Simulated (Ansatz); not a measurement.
input.yaml (Ansatz)

```yaml
crystal:
  lattice:
    - [-2.0793507397, 1.7141143957, 1.5310622893]
    - [1.7141143957, -2.0793507397, 1.5310622893]
    - [3.8784893018, 3.8784893018, -2.1999933223]
  atoms:
    - { symbol: Li, position: [0.9581586218, 0.0418413782, 0.0] }
    - { symbol: Li, position: [0.7918413782, 0.2081586218, 0.5] }
hamiltonian:
  xc: r2scan
  pseudopotentials:
    kind: paw_fr
    azcp:
      Li: "pseudopotentials/Li.paw.azcp"
basis:
  ecutwfc: 500
  fft_grid_basis: typed
kpoints:
  mp_grid: { grid: [13, 13, 6], shift: [0, 0, 0] }
magnetization:
  noncollinear: true
  spin_orbit: true
scf:
  occupations: { method: fermi_dirac, width: 0.1 }
output:
  write_density: true
  write_potential: true
  elf: true
  volumetric_format: npy
```

Terminal output

```
Engine: ansatz 0.2.0, x86_64-unknown-linux-gnu
Pseudopotentials: kind: paw_fr
Pseudopotential: Li, paw_fr, valence charge 3, recommended cutoff 500 eV (meta_gga) 
Functional definition: r2SCAN
  parameter k0 = 0.174
  parameter k1 = 0.065
  parameter a1 = 4.9479
  exchange = r2scan_x(k0 = k0, k1 = k1, a1 = a1)
  correlation = r2scan_c
non-collinear run that drives no moment, with spin-orbit: no starting moment large enough to seed its density (crystal.atoms[].spin), no starting occupations that ask for one, no magnetisation constraint and no magnetic field, so the semilocal B_xc is pinned to zero
Crystal: 2 atoms, lattice volume = 42.005 Å³
Basis set: ecut = 500 eV, 1091 PW (Γ), exchange–correlation on 96×96×180 points (64 copies of the dense FFT grid, shifted against one another)
Bands: 14, of which v1, the nominal top of the filled ones, is band 6 counted from 1 (5 counted from 0)
Symmetry: 4 space group operations + 4 with time reversal
Magnetic group: BNS 15.86 (UNI 93), of the structure as read, at distance tolerance 3.5e-5 Å
k-points: 280 of 1014
Projection manifold: j_resolved (fully-relativistic pseudo-atomic orbitals)
Non-local potential: Li, projectors of the file, l = 0: 3, l = 1: 4, l = 2: 2
PAW form: soft (Blöchl's): semilocal exchange-correlation on the pseudo side does not see the compensation charge
PAW one-centre angular grid: Li, 302 points (default); XC on 329 of its mesh's 2665 points in the sphere
Initial density: superposition of atomic densities (chi_scale 0.1, normalization cell)
Initial wavefunctions: pseudopotential atomic-orbital guess
Functional: x = r2scan, c = r2scan; τ floored in thin density (d = 2e-4 eV/Å³)
iter 1 solved again at ethr=1.49e-4 eV; its pass at ethr=3.10e-3 eV (dr2=8.96e-3 eV) is discarded
SCF iter   1: F=—  HF=-410.262354 eV  |F-HF|=—  |Δ(HF+E_count)|=         —  Δρ=3.92e-3  dr2=8.91e-3  dr2_τ=1.49e-4  dr2_m=0.00e0 (ungated)  ethr=1.49e-4  |M|=0.00e0 ∫|m|=0.00e0 μB  |m|>n=0.0e0 m-floor=0.0e0 τ_xc=0.0e0  β_m=0.30  ⟨swp⟩=1.1  Hψ=12317  notcnv=0
SCF iter   2: F=—  HF=-410.276055 eV  |F-HF|=—  |Δ(HF+E_count)|=   1.37e-2  Δρ=3.25e-3  dr2=6.14e-3  dr2_τ=6.57e-6  dr2_m=0.00e0 (ungated)  ethr=1.49e-4  |M|=0.00e0 ∫|m|=0.00e0 μB  |m|>n=0.0e0 m-floor=0.0e0 τ_xc=0.0e0  β_m=0.56  ⟨swp⟩=2.7  Hψ=3719  notcnv=0
SCF iter   3: F=—  HF=-410.278015 eV  |F-HF|=—  |Δ(HF+E_count)|=   1.96e-3  Δρ=5.04e-4  dr2=1.54e-4  dr2_τ=1.95e-6  dr2_m=0.00e0 (ungated)  ethr=1.02e-4  |M|=0.00e0 ∫|m|=0.00e0 μB  |m|>n=0.0e0 m-floor=0.0e0 τ_xc=0.0e0  β_m=0.66  ⟨swp⟩=1.2  Hψ=2076  notcnv=0
SCF iter   4: F=—  HF=-410.278113 eV  |F-HF|=—  |Δ(HF+E_count)|=   9.75e-5  Δρ=8.21e-5  dr2=1.60e-6  dr2_τ=1.45e-8  dr2_m=0.00e0 (ungated)  ethr=2.57e-6  |M|=0.00e0 ∫|m|=0.00e0 μB  |m|>n=0.0e0 m-floor=0.0e0 τ_xc=0.0e0  β_m=0.75  ⟨swp⟩=2.0  Hψ=2804  notcnv=0
SCF iter   5: F=—  HF=-410.278115 eV  |F-HF|=—  |Δ(HF+E_count)|=   1.96e-6  Δρ=1.61e-5  dr2=1.20e-7  dr2_τ=1.19e-9  dr2_m=0.00e0 (ungated)  ethr=1.67e-9  |M|=0.00e0 ∫|m|=0.00e0 μB  |m|>n=0.0e0 m-floor=0.0e0 τ_xc=0.0e0  β_m=0.78  ⟨swp⟩=3.4  Hψ=7224  notcnv=0
SCF iter   6: F=-410.278115 eV  HF=-410.278115 eV  |F-HF|=2.40e-10  |Δ(HF+E_count)|=   5.32e-8  Δρ=1.86e-6  dr2=6.26e-10  dr2_τ=7.77e-12  dr2_m=0.00e0 (ungated)  ethr=1.67e-9  |M|=0.00e0 ∫|m|=0.00e0 μB  |m|>n=0.0e0 m-floor=0.0e0 τ_xc=0.0e0  ⟨swp⟩=3.0  Hψ=6991  notcnv=0
SCF 1 converged in 6 iterations: F = -410.278115 eV  dr2 = 6.26e-10
SCF converged after 6 iterations
Magnetization: |M| = 0.0000 μB,  M = (+0.0000, +0.0000, +0.0000) μB
Absolute magnetization: 0.0000 μB (∫|m|)
  site 0: m = (+0.0000, +0.0000, +0.0000) μB, |m| = 0.0000 μB  (R = 1.27 Å)
  site 1: m = (+0.0000, +0.0000, +0.0000) μB, |m| = 0.0000 μB  (R = 1.27 Å)
Free energy (F): -410.278115 eV
Harris-Foulkes:  -410.278115 eV  (|F-HF|=2.40e-10)
Internal energy: -410.245885 eV  (E = F + TS)
E sigma→0 (E₀):  -410.262000 eV
Entropy (-TS):   -0.032230 eV (-16.115 meV/atom)
Fermi energy:    0.955565 eV
--- Per-component energies (eV) ---
  E_band       = -189.799896
  E_kinetic    = 42.267586
  E_local      = -266.701648  (includes V_loc(G=0)·N_el)
  E_nonlocal   = -66.653830
  E_hartree    = 79.312861
  E_xc         = -19.175817
  E_vxc        = -27.324466  (∫ρ·V_xc dr)
  E_paw        = -43.632790  (= ΣΔE_a)
  E_vpaw       = -31.670069  (= ΣTr[D̂ρ^β])
  E_aug_tail   = -0.000203  (compensation charges beyond the density's cutoff)
  E_vtau       = 1.656851  (kinetic-family band-sum trace: ∫τ·v_τ [+ j·A + Jᵃ·Aᵃ] dr)
  E_ewald      = -135.662044
  E_smearing   = -0.032230  (= −TS)
  E_closure    = -0.000000  (closes the sum)
  Σ components = -410.278115   (vs F -410.278115, Δ=0.00e0)
--- Band table (eV; the first three rows and the last of 280) ---
  k-point 0: bands = ["-47.1958", "-47.1958", "-47.1789", "-47.1789", "-2.9191", "-2.9191", "1.0038", "1.0038", "3.9888", "3.9888", "14.3291", "14.3291", "14.3756", "14.3756"]
  k-point 1: bands = ["-47.1947", "-47.1947", "-47.1801", "-47.1801", "-2.7828", "-2.7828", "0.3177", "0.3177", "4.9912", "4.9912", "14.4625", "14.4625", "14.5085", "14.5085"]
  k-point 2: bands = ["-47.1916", "-47.1916", "-47.1832", "-47.1832", "-2.3743", "-2.3743", "-0.7686", "-0.7686", "7.0192", "7.0192", "12.2304", "12.2304", "14.8378", "14.8378"]
  k-point 279: bands = ["-47.1767", "-47.1767", "-47.1767", "-47.1767", "1.5808", "1.5808", "1.5808", "1.5808", "4.7860", "4.7860", "4.7860", "4.7860", "11.4759", "11.4759"]
```

Launched by

```sh
ansatz run input.yaml --threads 1 --pin off --max-ram 3584MiB --backend cpu --events-out ev --progress --plain --runs-dir out
```

On 1 thread of Intel(R) Xeon(R) Platinum 8259CL CPU @ 2.50GHz (Skylake/Cascade Lake) (shared host) this took about 70 s of wall time and 70 s of CPU time.
